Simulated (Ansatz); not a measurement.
## Band table of Li

```
CELL_PARAMETERS angstrom
1.55050 0.89518 7.58830
-1.55050 0.89518 7.58830
0.00000 -1.79036 7.58830
ATOMIC_POSITIONS crystal
Li 0.00000 0.00000 0.00000
Li 0.22200 0.22200 0.22200
Li 0.77800 0.77800 0.77800
```

Atoms are numbered in the order listed.

The structure is an experimental refinement, used without relaxation.

Method: DFT, LDA, all-electron LAPW, scalar-relativistic (Ansatz 0.2.0).

The runs use a Γ-centred 12×12×12 k mesh, Fermi–Dirac smearing of 0.08 eV, basis error target 1 meV/atom, no spin polarisation.

Path points, in fractions of the reciprocal vectors: Γ (0.000, 0.000, 0.000), T (0.500, 0.500, 0.500), H2 (0.824, 0.176, 0.500), H0 (0.500, -0.176, 0.176), L (0.500, 0.000, 0.000), S0 (0.338, -0.338, 0.000), S2 (0.662, 0.000, 0.338), F (0.500, 0.000, 0.500). Levels in eV from the Fermi level; bands 4 to 7, counted from the lowest band of the run. The gap is zero.

```
# k(1/Å) point b4 b5 b6 b7
0.000 Γ -3.44 -1.53 -1.53 5.53
0.030 - -3.44 -1.66 -1.40 5.25
0.059 - -3.43 -1.79 -1.27 4.97
0.089 - -3.42 -1.91 -1.13 4.70
0.118 - -3.40 -2.03 -0.99 4.44
0.148 - -3.38 -2.14 -0.85 4.19
0.177 - -3.35 -2.25 -0.71 3.95
0.207 - -3.32 -2.36 -0.58 3.73
0.237 - -3.28 -2.46 -0.45 3.52
0.266 - -3.24 -2.55 -0.32 3.33
0.296 - -3.19 -2.64 -0.21 3.17
0.325 - -3.14 -2.73 -0.12 3.03
0.355 - -3.08 -2.81 -0.05 2.93
0.384 - -3.02 -2.89 0.00 2.87
0.414 T -2.96 -2.95 0.02 2.85
0.508 - -2.93 -2.93 0.05 2.86
0.602 - -2.86 -2.85 0.15 2.88
0.695 - -2.73 -2.73 0.31 2.93
0.789 - -2.56 -2.55 0.54 2.99
0.883 - -2.33 -2.33 0.83 3.06
0.977 - -2.06 -2.05 1.19 3.13
1.071 - -1.73 -1.73 1.61 3.20
1.164 - -1.36 -1.35 2.10 3.24
1.258 - -0.94 -0.93 2.64 3.26
1.352 - -0.47 -0.46 3.21 3.23
1.446 - 0.03 0.05 3.08 3.53
1.540 - 0.57 0.60 2.86 2.96
1.633 - 1.12 1.19 2.43 2.58
1.727 H2 1.49 1.79 2.10 2.27
1.747 - 1.49 1.81 2.10 2.26
1.768 - 1.49 1.84 2.10 2.24
1.788 - 1.49 1.87 2.10 2.23
1.808 - 1.48 1.89 2.10 2.22
1.828 - 1.48 1.91 2.10 2.21
1.849 - 1.48 1.92 2.10 2.20
1.869 - 1.48 1.92 2.10 2.20
1.889 - 1.48 1.92 2.10 2.20
1.909 - 1.48 1.91 2.10 2.21
1.930 - 1.48 1.89 2.10 2.22
1.950 - 1.49 1.87 2.10 2.23
1.970 - 1.49 1.84 2.10 2.24
1.991 - 1.49 1.81 2.10 2.26
2.011 H0 1.49 1.79 2.10 2.27
2.062 - 1.43 2.06 2.14 2.15
2.113 - 1.26 1.92 2.15 2.44
2.164 - 1.07 1.76 2.05 2.73
2.214 - 0.88 1.60 1.90 3.00
2.265 - 0.71 1.46 1.75 3.22
2.316 - 0.56 1.33 1.61 3.39
2.367 - 0.42 1.21 1.47 3.51
2.418 - 0.30 1.11 1.36 3.58
2.469 - 0.20 1.02 1.26 3.62
2.520 - 0.11 0.95 1.17 3.64
2.571 - 0.05 0.89 1.11 3.65
2.622 - 0.00 0.85 1.06 3.65
2.673 - -0.03 0.82 1.04 3.65
2.724 L -0.04 0.82 1.03 3.65
2.808 - -0.24 0.83 1.08 3.50
2.892 - -0.64 0.62 1.24 3.29
2.976 - -1.05 0.33 1.17 3.42
3.060 - -1.45 0.01 0.89 3.83
3.144 - -1.83 -0.29 0.53 4.33
3.229 - -2.16 -0.58 0.16 4.77
3.313 - -2.46 -0.83 -0.19 5.07
3.397 - -2.72 -1.05 -0.50 5.22
3.481 - -2.94 -1.23 -0.78 5.28
3.565 - -3.12 -1.37 -1.02 5.31
3.649 - -3.26 -1.47 -1.21 5.35
3.733 - -3.36 -1.54 -1.36 5.39
3.818 - -3.42 -1.56 -1.47 5.45
3.902 Γ -3.44 -1.53 -1.53 5.53
4.000 - -3.41 -1.50 -1.50 5.54
4.097 - -3.33 -1.42 -1.42 5.59
4.195 - -3.20 -1.27 -1.27 5.66
4.293 - -3.01 -1.07 -1.07 5.76
4.391 - -2.76 -0.82 -0.82 5.85
4.489 - -2.47 -0.51 -0.51 5.90
4.586 - -2.11 -0.15 -0.15 5.83
4.684 - -1.70 0.25 0.25 5.53
4.782 - -1.24 0.68 0.69 4.98
4.880 - -0.72 1.14 1.15 4.30
4.978 - -0.16 1.58 1.62 3.63
5.076 - 0.46 1.94 2.03 3.00
5.173 - 1.09 2.13 2.18 2.43
5.271 S0 1.48 1.92 2.10 2.20
5.291 - 1.48 1.93 2.10 2.19
5.311 - 1.48 1.94 2.10 2.19
5.331 - 1.48 1.95 2.11 2.18
5.351 - 1.48 1.95 2.11 2.18
5.371 - 1.48 1.96 2.11 2.18
5.390 - 1.48 1.96 2.11 2.18
5.410 - 1.48 1.96 2.11 2.18
5.430 - 1.48 1.96 2.11 2.18
5.450 - 1.48 1.96 2.11 2.18
5.470 - 1.48 1.95 2.11 2.18
5.490 - 1.48 1.95 2.11 2.18
5.509 - 1.48 1.94 2.10 2.19
5.529 - 1.48 1.93 2.10 2.19
5.549 S2 1.48 1.92 2.10 2.20
5.596 - 1.42 1.71 2.02 2.43
5.643 - 1.29 1.50 1.93 2.73
5.690 - 1.14 1.32 1.83 2.99
5.737 - 1.00 1.15 1.73 3.12
5.784 - 0.86 0.99 1.63 3.17
5.831 - 0.74 0.86 1.53 3.19
5.877 - 0.62 0.73 1.44 3.19
5.924 - 0.52 0.63 1.37 3.18
5.971 - 0.44 0.54 1.30 3.17
6.018 - 0.37 0.46 1.24 3.16
6.065 - 0.32 0.41 1.20 3.16
6.112 - 0.28 0.37 1.17 3.15
6.159 - 0.26 0.34 1.15 3.14
6.206 F 0.25 0.33 1.14 3.14
```
